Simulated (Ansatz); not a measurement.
# Compressing NbB₂: a fit and a missing row

NbB₂, P6/mmm, a = 3.096 Å, c = 3.288 Å. The structure is a COD entry; whether it is the stable form wasn't checked. Ansatz: PBEsol, PAW, 420 eV, Γ-centred 18×18×14 mesh on 3 atoms, Gaussian smearing 0.10 eV; no spin polarisation. Shape and atoms are relaxed at each volume; pressure is positive in compression.

```
V (Å³/atom) P (GPa)
      8.007        ?
      8.280    34.28
      8.553    21.08
      8.826     9.75
      9.099     0.00
      9.372    -8.39
      9.645   -15.59
     10.008   -23.65
```

**Question.** Take V0 = 9.099 Å³/atom, fit the third-order Birch–Murnaghan form to the other rows, and predict the missing pressure.

**Answer.** With the Eulerian strain f = ½[(V0/V)^(2/3) − 1] and y = P/[3f(1 + 2f)^(5/2)], the form is the line y = B0 + 1.5 B0 (B0′ − 4) f. Rows (f, y): 0.03245, 300.9; 0.02106, 301.0; 0.01026, 301.1; -0.00976, 301.0; -0.01905, 300.6; -0.03075, 300.5. Means f = 0.0007017, y = 300.85; Σ(Δf)² = 0.003003, ΣΔfΔy = 0.02141; the slope is their ratio. y = 300.8 + 7.130 f GPa, so B0 = 300.8 GPa and B0′ = 4 + 2 × (7.130)/(3 × 300.8) = 4.02. At V = 8.007, f = 0.04448, y = 301.12 and P = 49.72 GPa. The run gave 49.67 GPa, so the fit is 0.05 GPa too high, a small miss on the scale of the series.

Cost: 8 runs of about 2.4 core-minutes in all, on Arm Neoverse V2 (shared hosts).